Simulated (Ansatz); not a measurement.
Relaxed-ion elastic tensor of TaN in space group P-6m2 (No. 187; Ta on 1b, N on 1e) in GPa (Voigt order), DFT-LDA in the program Ansatz with PAW potentials; density 15.52 g/cm³, 10.43 Å³ per atom.

|  | 1 | 2 | 3 | 4 | 5 | 6 |
|---|---|---|---|---|---|---|
| 1 | 698 | 230 | 173 | 0.0 | 0.0 | 0.0 |
| 2 | 230 | 698 | 173 | 0.0 | 0.0 | 0.0 |
| 3 | 173 | 173 | 891 | 0.0 | 0.0 | 0.0 |
| 4 | 0.0 | 0.0 | 0.0 | 267 | 0.0 | 0.0 |
| 5 | 0.0 | 0.0 | 0.0 | 0.0 | 267 | 0.0 |
| 6 | 0.0 | 0.0 | 0.0 | 0.0 | 0.0 | 234 |

Problem. Is the crystal mechanically stable?

Solution. Yes: the smallest eigenvalue of C is 234 GPa.

Problem. Work out the Voigt, Reuss and Hill averages.

Solution. K_V = 382, K_R = 380, K_H = 381; G_V = 268, G_R = 263, G_H = 265 GPa.

Problem. Give Young's modulus, Poisson's ratio, Pugh's ratio and the universal anisotropy index.

Solution. E = 9KG/(3K + G) = 646 GPa; ν = 0.22; K/G = 1.44 (brittle by the Pugh limit of 1.75); A_U = 5G_V/G_R + K_V/K_R − 6 = 0.10.

Problem. Estimate the sound speeds and the Debye temperature.

Solution. v_l = √((K + 4G/3)/ρ) = 6880 m/s, v_t = √(G/ρ) = 4140 m/s, mean 4570 m/s; Θ = (h/k)(3n/4πV)^(1/3) v_m = 623 K.

Problem. How much does each axis shrink under pressure?

Solution. Linear compressibilities β_i = Σ_j S_ij (j = 1 to 3): x 0.94, y 0.94, z 0.76 per TPa.

The workflow started from a Materials Project entry (that database holds measured and hypothetical structures alike); the Crystallography Open Database files this formula in space group No. 187, but the cells were not matched. It is not the phase usual at ambient conditions (space group No. 189). The LDA relaxation kept the symmetry of its start; its stability against distortions is not shown here. The run is not spin-polarised. As this level gives no gap, shear constants depend on the k-mesh and smearing (Fermi–Dirac, 0.1 eV here). Spin–orbit coupling is left out wherever it is not named.

Potentials: the earlier of the program's two PAW sets. The files were generated under PBE; for other functionals the program regenerates the frozen cores, and for LDA and PBEsol the local potential too.
